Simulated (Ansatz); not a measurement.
All numbers below come from DFT PBE, scalar-relativistic, plane waves, PAW in Ansatz. Settings of the last relaxation (6-atom cell): 420 eV, 10×10×10 k points, Gaussian smearing of 0.02 eV, no spin polarisation.

Formation energies are uncorrected and refer to the elements' standard structures at the same level.

**Question.** Find a candidate tetragonal semiconductor made of Cd, Se and Zn, with a gap near 0.8 eV, a formation energy near −0.68 eV/atom and about 25 Å³ per atom, in a cell of 6 atoms. Its symmetry should be I-4m2 (No. 119).

**Answer.** Zn2CdSe3, space group I-4m2 (No. 119). Around Zn lie 4 Se at 2.49–2.50 Å; Cd is surrounded by 4 Se at 2.66 Å; around Se on a site of symmetry 2mm lie 2 Zn at 2.49 Å and 2 Cd at 2.66 Å; around Se on a site of symmetry -4m2 lie 4 Zn at 2.50 Å.

```xyz
6
Lattice="-2.0725 2.0725 8.9026 2.0725 -2.0725 8.9026 2.0725 2.0725 -8.9026" Properties=species:S:1:pos:R:3 pbc="T T T"
Zn    0.0000    0.0000   14.7513
Zn    0.0000    0.0000    3.0539
Cd    0.0000    0.0000    8.9026
Se    2.0725    0.0000    7.2355
Se    2.0725    0.0000    1.6671
Se    0.0000    2.0725    4.4513
```

The volume per atom is 25.49 Å³ and the density is 5.21 g/cm³. The formation energy is −0.675 eV/atom. The gap on the 10×10×10 mesh of the 6-atom cell is 0.82 eV.

The structure comes from a generated guess, relaxed at this level; another structure or a mixture of phases may lie lower. The answer needn't be unique; the calculation gave this one.

Kohn–Sham gaps at this level usually fall short of measured ones. The reference form of Se is held partly by dispersion forces, which this level lacks. A structure relaxed within its symmetry needn't be a true minimum.
